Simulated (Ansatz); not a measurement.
Input for Ansatz (plane-wave DFT, PAW):

```yaml
crystal:
  lattice:
    - [2.1289553343, 1.2291529354, 10.2737846491]
    - [-2.1289553343, 1.2291529354, 10.2737846491]
    - [0.0, -2.4583058707, 10.2737846491]
  atoms:
    - { symbol: Bi, position: [0.6070761854, 0.6070761854, 0.6070761854] }
    - { symbol: Bi, position: [0.3929238146, 0.3929238146, 0.3929238146] }
    - { symbol: Te, position: [0.2173397545, 0.2173397545, 0.2173397545] }
    - { symbol: Te, position: [0.7826602455, 0.7826602455, 0.7826602455] }
    - { symbol: Se, position: [0.0, 0.0, 0.0] }
basis:
  ecutwfc: 500
kpoints:
  mp_grid: { grid: [6, 6, 6] }
hamiltonian:
  xc: r2scan
scf:
  occupations: { method: gaussian, width: 0.02 }
output:
  forces: true
  stress: true
  eigenvalues: true
relax:
  adjacent_minimum: "off"
  f_tol: 0.01
  max_steps: 30
  cell: { stress_tol: 0.1, fix: [volume] }
```

Run as
```bash
ansatz run input.yaml --threads 2 --pin off --max-ram 5120MiB --backend cpu --events-out ev --progress --plain --runs-dir out
```

The calculation used DFT r2SCAN, scalar-relativistic, plane waves, PAW (Ansatz 0.2.0).

Abridged output:

```
Pseudopotentials: kind: paw
Pseudopotential: Bi, paw, valence charge 15, recommended cutoff 500 eV (meta_gga)
Pseudopotential: Te, paw, valence charge 16, recommended cutoff 500 eV (meta_gga)
Pseudopotential: Se, paw, valence charge 16, recommended cutoff 500 eV (meta_gga)
Functional definition: r2SCAN
Crystal: 5 atoms, lattice volume = 161.307 Å³
Basis set: ecut = 500 eV, 4087 PW (Γ), FFT grids on a1−a3, a2−a3, a3, exchange–correlation on 128×128×320 points (64 copies of the dense FFT grid, shifted against one another)
Bands: 47, of which v1, the nominal top of the filled ones, is band 39 counted from 1 (38 counted from 0)
Symmetry: 12 space group operations
Space group: R-3m (ITA 166), of the structure as read, at distance tolerance 5.4e-5 Å
k-points: 32 of 216
Initial density: superposition of atomic densities (neutral atoms: chi_scale 0, normalization atom), corrected by the library's trained network
Initial wavefunctions: pseudopotential atomic-orbital guess
Functional: x = r2scan, c = r2scan; τ floored in thin density (d = 2e-4 eV/Å³)
SCF iter   1: F=—  HF=-44291.520572 eV  |F-HF|=—  |Δ(HF+E_count)|=         —  Δρ=3.65e-3  dr2=2.95e-2  dr2_τ=8.42e-3  ethr=1.77e-3  ⟨swp⟩=9.4  Hψ=6859  notcnv=0  defer=2
SCF iter   2: F=—  HF=-44291.538148 eV  |F-HF|=—  |Δ(HF+E_count)|=   1.76e-2  Δρ=2.00e-3  dr2=7.41e-3  dr2_τ=2.05e-4  ethr=3.78e-5  ⟨swp⟩=3.0  Hψ=3357  notcnv=0  defer=54
SCF iter   3: F=—  HF=-44291.539001 eV  |F-HF|=—  |Δ(HF+E_count)|=   8.53e-4  Δρ=6.43e-4  dr2=1.47e-3  dr2_τ=3.90e-5  ethr=9.50e-6  ⟨swp⟩=3.0  Hψ=2900  notcnv=0  defer=54
SCF iter   4: F=—  HF=-44291.539052 eV  |F-HF|=—  |Δ(HF+E_count)|=   5.13e-5  Δρ=3.00e-4  dr2=2.90e-4  dr2_τ=4.21e-6  ethr=1.89e-6  ⟨swp⟩=2.0  Hψ=1861  notcnv=0  defer=54
SCF iter   5: F=—  HF=-44291.539077 eV  |F-HF|=—  |Δ(HF+E_count)|=   2.44e-5  Δρ=1.09e-4  dr2=2.38e-5  dr2_τ=3.22e-7  ethr=3.72e-7  ⟨swp⟩=2.0  Hψ=1673  notcnv=0  defer=54
SCF iter   6: F=—  HF=-44291.539128 eV  |F-HF|=—  |Δ(HF+E_count)|=   5.16e-5  Δρ=3.37e-5  dr2=2.01e-6  dr2_τ=4.51e-8  ethr=3.05e-8  ⟨swp⟩=2.1  Hψ=1839  notcnv=0  defer=54
SCF iter   7: F=—  HF=-44291.539129 eV  |F-HF|=—  |Δ(HF+E_count)|=   1.15e-6  Δρ=7.18e-6  dr2=1.01e-7  dr2_τ=4.66e-9  ethr=2.57e-9  ⟨swp⟩=2.0  Hψ=1898  notcnv=0  defer=54
SCF iter   8: F=-44291.539129 eV  HF=-44291.539129 eV  |F-HF|=1.51e-9  |Δ(HF+E_count)|=   2.43e-8  Δρ=1.79e-6  dr2=4.29e-9  dr2_τ=8.05e-11  ethr=1.28e-10  ⟨swp⟩=11.0  Hψ=7182  notcnv=0
SCF 1 converged in 8 iterations: F = -44291.539129 eV  dr2 = 4.29e-9
relax step   1: F+E_penalty+E_count = -44291.53912937 eV  Δ(F+E_penalty+E_count) = +0.000e0 eV  max|allowed force component| = 2.581e-1 eV/Å  Δτ_max = 0.0000 Å  P = +2.543 GPa  Ω = 161.307 Å³  fix = [volume]  reactions: volume +2.543 GPa (8 SCF iters, dr2 threshold 1.00e-7 eV, accepted)
Basis set: ecut = 500 eV, 4099 PW (Γ), FFT grids on a1−a3, a2−a3, a3, exchange–correlation on 128×128×320 points (64 copies of the dense FFT grid, shifted against one another)
Initial density: handed on by an earlier stage of this run
Initial wavefunctions: those handed on with the density
SCF iter   1: F=—  HF=-44290.961635 eV  |F-HF|=—  |Δ(HF+E_count)|=         —  Δρ=5.83e-3  dr2=7.26e-2  dr2_τ=8.54e-1  ethr=9.08e-5  ⟨swp⟩=2.4  Hψ=7768  notcnv=0
SCF iter   2: F=—  HF=-44291.509167 eV  |F-HF|=—  |Δ(HF+E_count)|=   5.48e-1  Δρ=2.91e-3  dr2=1.18e-2  dr2_τ=3.49e-4  ethr=9.08e-5  ⟨swp⟩=3.7  Hψ=3266  notcnv=0
SCF iter   3: F=—  HF=-44291.510695 eV  |F-HF|=—  |Δ(HF+E_count)|=   1.53e-3  Δρ=1.85e-3  dr2=3.94e-3  dr2_τ=9.94e-5  ethr=1.51e-5  ⟨swp⟩=2.6  Hψ=2412  notcnv=0  defer=2
SCF iter   4: F=—  HF=-44291.512691 eV  |F-HF|=—  |Δ(HF+E_count)|=   2.00e-3  Δρ=4.62e-4  dr2=1.96e-3  dr2_τ=2.94e-5  ethr=5.05e-6  ⟨swp⟩=2.2  Hψ=2211  notcnv=0  defer=2
SCF iter   5: F=—  HF=-44291.512555 eV  |F-HF|=—  |Δ(HF+E_count)|=   1.35e-4  Δρ=1.77e-4  dr2=6.43e-5  dr2_τ=8.74e-7  ethr=2.52e-6  ⟨swp⟩=1.3  Hψ=1550  notcnv=0  defer=2
SCF iter   6: F=—  HF=-44291.512617 eV  |F-HF|=—  |Δ(HF+E_count)|=   6.22e-5  Δρ=8.00e-5  dr2=1.06e-5  dr2_τ=2.21e-7  ethr=8.25e-8  ⟨swp⟩=2.0  Hψ=2750  notcnv=0  defer=2
SCF iter   7: F=—  HF=-44291.512618 eV  |F-HF|=—  |Δ(HF+E_count)|=   1.06e-6  Δρ=3.42e-5  dr2=2.19e-6  dr2_τ=3.10e-8  ethr=1.36e-8  ⟨swp⟩=2.0  Hψ=2750  notcnv=0  defer=2
SCF iter   8: F=-44291.512619 eV  HF=-44291.512618 eV  |F-HF|=1.73e-8  |Δ(HF+E_count)|=   1.76e-7  Δρ=6.07e-6  dr2=6.38e-8  dr2_τ=1.88e-9  ethr=6.41e-10  ⟨swp⟩=7.3  Hψ=6942  notcnv=0
SCF 2 converged in 8 iterations: F = -44291.512619 eV  dr2 = 6.38e-8
relax step   2: F+E_penalty+E_count = -44291.51261851 eV  Δ(F+E_penalty+E_count) = +2.651e-2 eV  max|allowed force component| = 4.227e-1 eV/Å  Δτ_max = 0.1695 Å  P = +0.514 GPa  Ω = 161.307 Å³  energy of the carried Pulay correction = -1.250e-17 eV  fix = [volume]  (8 SCF iters, dr2 threshold 5.00e-7 eV, rejected (line search))
Basis set: ecut = 500 eV, 4093 PW (Γ), FFT grids on a1−a3, a2−a3, a3, exchange–correlation on 128×128×320 points (64 copies of the dense FFT grid, shifted against one another)
SCF iter   1: F=—  HF=-44291.296736 eV  |F-HF|=—  |Δ(HF+E_count)|=         —  Δρ=3.47e-3  dr2=2.24e-2  dr2_τ=3.37e-1  ethr=2.61e-5  ⟨swp⟩=3.1  Hψ=7029  notcnv=0
SCF iter   2: F=—  HF=-44291.553829 eV  |F-HF|=—  |Δ(HF+E_count)|=   2.57e-1  Δρ=1.71e-3  dr2=8.79e-3  dr2_τ=1.35e-4  ethr=2.61e-5  ⟨swp⟩=3.2  Hψ=2998  notcnv=0
SCF iter   3: F=—  HF=-44291.553425 eV  |F-HF|=—  |Δ(HF+E_count)|=   4.03e-4  Δρ=1.20e-3  dr2=1.94e-3  dr2_τ=3.86e-5  ethr=1.13e-5  ⟨swp⟩=2.2  Hψ=1808  notcnv=0
SCF iter   4: F=—  HF=-44291.553859 eV  |F-HF|=—  |Δ(HF+E_count)|=   4.34e-4  Δρ=3.86e-4  dr2=2.16e-4  dr2_τ=1.12e-5  ethr=2.49e-6  ⟨swp⟩=2.0  Hψ=1914  notcnv=0
SCF iter   5: F=—  HF=-44291.553946 eV  |F-HF|=—  |Δ(HF+E_count)|=   8.67e-5  Δρ=1.48e-4  dr2=6.48e-5  dr2_τ=5.15e-7  ethr=2.77e-7  ⟨swp⟩=2.0  Hψ=2752  notcnv=0
SCF iter   6: F=—  HF=-44291.553939 eV  |F-HF|=—  |Δ(HF+E_count)|=   6.92e-6  Δρ=6.38e-5  dr2=9.48e-6  dr2_τ=1.02e-7  ethr=8.31e-8  ⟨swp⟩=2.8  Hψ=2621  notcnv=0
SCF iter   7: F=—  HF=-44291.553938 eV  |F-HF|=—  |Δ(HF+E_count)|=   4.20e-7  Δρ=2.38e-5  dr2=1.47e-6  dr2_τ=2.11e-8  ethr=1.22e-8  ⟨swp⟩=2.0  Hψ=2747  notcnv=0
SCF iter   8: F=—  HF=-44291.554000 eV  |F-HF|=—  |Δ(HF+E_count)|=   6.13e-5  Δρ=4.60e-6  dr2=6.85e-8  dr2_τ=6.14e-10  ethr=1.88e-9  ⟨swp⟩=2.0  Hψ=2752  notcnv=0
SCF iter   9: F=—  HF=-44291.554000 eV  |F-HF|=—  |Δ(HF+E_count)|=   6.87e-9  Δρ=1.48e-6  dr2=6.52e-9  dr2_τ=4.21e-11  ethr=8.78e-11  ⟨swp⟩=2.0  Hψ=1876  notcnv=0
SCF iter  10: F=-44291.554000 eV  HF=-44291.554000 eV  |F-HF|=1.46e-11  |Δ(HF+E_count)|=  6.77e-10  Δρ=1.94e-7  dr2=5.52e-11  dr2_τ=2.29e-12  ethr=1.00e-12  ⟨swp⟩=5.1  Hψ=7140  notcnv=0
SCF 3 converged in 10 iterations: F = -44291.554000 eV  dr2 = 5.52e-11
relax step   3: F+E_penalty+E_count = -44291.55399974 eV  Δ(F+E_penalty+E_count) = -1.487e-2 eV  max|allowed force component| = 9.923e-3 eV/Å  Δτ_max = 0.0669 Å  P = +1.649 GPa  Ω = 161.307 Å³  energy of the carried Pulay correction = -9.378e-18 eV  fix = [volume]  reactions: volume +1.649 GPa (10 SCF iters, accepted)
Initial wavefunctions: pseudopotential atomic-orbital guess (no wavefunctions were taken with the density)
SCF iter   1: F=—  HF=-44291.553415 eV  |F-HF|=—  |Δ(HF+E_count)|=         —  Δρ=1.71e-4  dr2=8.39e-7  dr2_τ=1.34e-7  ethr=1.98e-7  ⟨swp⟩=4.3  Hψ=11274  notcnv=0
SCF iter   2: F=—  HF=-44291.553903 eV  |F-HF|=—  |Δ(HF+E_count)|=   4.88e-4  Δρ=8.62e-5  dr2=2.12e-7  dr2_τ=3.10e-6  ethr=1.08e-9  ⟨swp⟩=2.2  Hψ=2452  notcnv=0
SCF iter   3: F=—  HF=-44291.554009 eV  |F-HF|=—  |Δ(HF+E_count)|=   1.06e-4  Δρ=1.66e-6  dr2=5.82e-9  dr2_τ=7.02e-10  ethr=2.72e-10  ⟨swp⟩=2.0  Hψ=1952  notcnv=0
SCF iter   4: F=—  HF=-44291.554009 eV  |F-HF|=—  |Δ(HF+E_count)|=   1.65e-8  Δρ=6.53e-7  dr2=9.33e-10  dr2_τ=3.85e-11  ethr=7.46e-12  ⟨swp⟩=2.0  Hψ=2727  notcnv=0
SCF iter   5: F=—  HF=-44291.554009 eV  |F-HF|=—  |Δ(HF+E_count)|=  9.68e-10  Δρ=2.67e-7  dr2=4.98e-10  dr2_τ=3.89e-12  ethr=1.00e-12  ⟨swp⟩=6.4  Hψ=6338  notcnv=0
SCF iter   6: F=-44291.554009 eV  HF=-44291.554009 eV  |F-HF|=5.82e-11  |Δ(HF+E_count)|=  5.82e-11  Δρ=1.18e-7  dr2=4.30e-11  dr2_τ=6.73e-13  ethr=1.00e-12  ⟨swp⟩=3.4  Hψ=4860  notcnv=0
SCF 4 converged in 6 iterations: F = -44291.554009 eV  dr2 = 4.30e-11
SCF converged after 6 iterations
Free energy (F): -44291.554009 eV
Harris-Foulkes:  -44291.554009 eV  (|F-HF|=5.82e-11)
Internal energy: -44291.554009 eV  (E = F + TS)
E sigma→0 (E₀):  -44291.554009 eV
Fermi energy:    9.207728 eV
--- Per-component energies (eV) ---
  E_band       = -1173.648859
  E_kinetic    = 1080.185078
  E_local      = -8411.842352  (includes V_loc(G=0)·N_el)
  E_nonlocal   = -90.308895
  E_hartree    = 4009.011023
  E_xc         = -611.830628
  E_vxc        = -643.480128  (∫ρ·V_xc dr)
  E_paw        = -32674.178544  (= ΣΔE_a)
  E_vpaw       = -1166.476671  (= ΣTr[D̂ρ^β])
  E_aug_tail   = -0.000840  (compensation charges beyond the density's cutoff)
  E_vtau       = 40.252823  (kinetic-family band-sum trace: ∫τ·v_τ [+ j·A + Jᵃ·Aᵃ] dr)
  E_ewald      = -7593.144886
  E_core_change = 0.556035  (= ΣΔE_core)
  E_smearing   =  0.000000  (= −TS)
--- Forces (eV/Å), atoms counted from 1 ---
  atom   1  Bi     0.00000000     0.00000000     0.00991085
  atom   2  Bi     0.00000000     0.00000000    -0.00991085
  atom   3  Te     0.00000000     0.00000000     0.00320171
  atom   4  Te     0.00000000     0.00000000    -0.00320171
  atom   5  Se     0.00000000     0.00000000     0.00000000
--- Stress (GPa, compression-positive) ---
        1.689097       0.000000       0.000000
        0.000000       1.689097       0.000000
        0.000000       0.000000       1.568838
  P = ⅓ Tr σ = 1.6490 GPa (16.490 kbar)
--- Band table (eV; the first three rows and the last of 32) ---
  k-point 0: bands = ["-39.2250", "-39.2230", "-39.2230", "-39.2079", "-39.2079", "-28.4609", "-28.4609", "-28.4574", "-28.4574", "-28.4518", "-28.4518", "-28.4514", "-28.4514", "-28.4509", "-28.4507", "-15.0249", "-15.0249", "-15.0220", "-15.0220", "-15.0117", "-15.0098", "-15.0079", "-15.0079", "-15.0035", "-15.0035", "-5.5869", "-4.2752", "-3.4985", "-0.1209", "0.1713", "6.6266", "6.7414", "6.7414", "6.8795", "7.4732", "7.4732", "7.9742", "7.9742", "8.9694", "9.4460", "10.1102", "10.1102", "11.2211", "11.4858", "11.4858", "15.0105", "15.3523"]
  k-point 1: bands = ["-39.2250", "-39.2230", "-39.2230", "-39.2079", "-39.2079", "-28.4608", "-28.4607", "-28.4577", "-28.4572", "-28.4521", "-28.4517", "-28.4514", "-28.4510", "-28.4506", "-28.4504", "-15.0284", "-15.0245", "-15.0208", "-15.0180", "-15.0114", "-15.0092", "-15.0082", "-15.0068", "-15.0049", "-15.0031", "-5.3512", "-4.0337", "-3.3364", "-0.3488", "-0.0434", "5.4763", "5.7293", "6.2329", "6.2855", "7.2684", "7.6728", "7.7367", "7.8627", "8.1848", "10.3364", "10.8316", "10.9360", "11.4080", "11.5428", "12.1755", "14.0143", "14.8762"]
  k-point 2: bands = ["-39.2250", "-39.2230", "-39.2230", "-39.2079", "-39.2078", "-28.4605", "-28.4604", "-28.4584", "-28.4567", "-28.4524", "-28.4515", "-28.4513", "-28.4505", "-28.4499", "-28.4497", "-15.0370", "-15.0310", "-15.0163", "-15.0155", "-15.0123", "-15.0106", "-15.0041", "-15.0024", "-15.0009", "-14.9994", "-4.7240", "-3.4083", "-2.9579", "-1.1605", "-0.6175", "4.0588", "5.2141", "5.4081", "5.6214", "6.4633", "6.4999", "7.4918", "7.7868", "8.2632", "10.1178", "10.8272", "11.2953", "12.0421", "12.4826", "13.1872", "13.3744", "15.0548"]
  k-point 31: bands = ["-39.2250", "-39.2230", "-39.2230", "-39.2079", "-39.2079", "-28.4609", "-28.4609", "-28.4574", "-28.4574", "-28.4518", "-28.4518", "-28.4514", "-28.4514", "-28.4509", "-28.4507", "-15.0249", "-15.0249", "-15.0220", "-15.0220", "-15.0117", "-15.0098", "-15.0079", "-15.0079", "-15.0035", "-15.0035", "-5.5566", "-4.4655", "-3.2077", "-0.7747", "0.7700", "6.0669", "6.7331", "6.7331", "7.6233", "7.6474", "7.6474", "7.7491", "7.7491", "8.3681", "9.9262", "10.4066", "10.4066", "11.1074", "11.1770", "11.1770", "14.7721", "15.4616"]
--- Relaxed structure (3 steps of the walk, 2 accepted, 1 SCFs on fresh bases) ---
  F+E_penalty+E_count = -44291.55400939 eV   max|allowed force component| = 9.911e-3 eV/Å   (the final SCF, on the basis selected at the relaxed cell)
  cell:  # Å, volume = 161.3074 Å³
    - [2.14044907, 1.23578885, 10.16374494]
    - [-2.14044907, 1.23578885, 10.16374494]
    - [0.0, -2.47157770, 10.16374494]
  atoms:
    - { symbol: Bi, position: [0.60614475, 0.60614475, 0.60614475] }
    - { symbol: Bi, position: [0.39385524, 0.39385524, 0.39385524] }
    - { symbol: Te, position: [0.21516824, 0.21516824, 0.21516824] }
    - { symbol: Te, position: [0.78483175, 0.78483175, 0.78483175] }
    - { symbol: Se, position: [0.0, 0.0, 0.0] }
```

The relaxation met its thresholds.

Time: 81 s on 2 threads of Intel(R) Xeon(R) Processor @ 2.70GHz, with other jobs on the host, peak memory 0.97 GiB.

Spin–orbit coupling is left out, which can shift energies with elements as heavy as these. The cell holds layers, and r2SCAN describes their binding at middle range but leaves out its long-range dispersion part.